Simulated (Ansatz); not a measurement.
Starting cell, Be (hcp, Mg type):

```
Be
1.0
    4.52945     0.00000     0.00000
   -1.13236     1.96131     0.00000
    0.00000     0.00000     3.56124
Be
4
Direct
  0.16667   0.66667   0.75000
  0.66667   0.66667   0.75000
  0.33333   0.33333   0.25000
  0.83333   0.33333   0.25000
```

The atoms are displaced by Q × the pattern below (from a DFPT mode at M = (0.5, 0.0, 0.0), largest move 1; Q in Å), at fixed cell. (q is in reciprocal vectors of the primitive cell; the cell shown is doubled to hold the pattern.)

| atom | x | y | z |
|---|---|---|---|
| Be1 | -0.500 | 0.866 | 0.000 |
| Be2 | 0.500 | -0.866 | 0.000 |
| Be3 | -0.500 | 0.866 | 0.000 |
| Be4 | 0.500 | -0.866 | 0.000 |

The numbers are results of PBE (plane waves to 420 eV, PAW, scalar-relativistic; Ansatz, a first-principles code), not measurements. k mesh 23×23×13 (Γ-centred), Fermi-Dirac smearing 0.05 eV. E stands for the smeared free energy. With partly filled bands, energies and forces of such displacements shift with the k mesh and the smearing. Be was relaxed with its symmetry unable to fall. The zero of ΔE is the undisplaced structure. The last digit holds for this mesh only.

```tsv
Q (Å)	ΔE (meV/cell)
-0.180	withheld
-0.150	234.2
-0.120	152.1
-0.090	86.5
-0.060	38.8
-0.030	9.7
0.000	0.0
0.030	9.7
0.060	38.8
0.090	86.5
0.120	152.1
0.150	234.2
0.180	withheld
```

**Question.** Fit an even polynomial form (powers 2, 4) to the given rows and predict ΔE at Q = -0.180.

**Answer.** Least squares on the 11 given rows: ΔE = (10830)·Q² + (-18940)·Q⁴, in meV/cell with Q in Å; root-mean-square residual 0.06 meV/cell. At -0.180 the fit gives 331.0 meV/cell; the calculation gives 331.0 meV/cell, the same to the digits shown. The quadratic term alone would give 350.9 meV/cell.

(A displaced cell: forces are minus the slopes of the energy, force constants its curvatures, and phonons follow from these.)
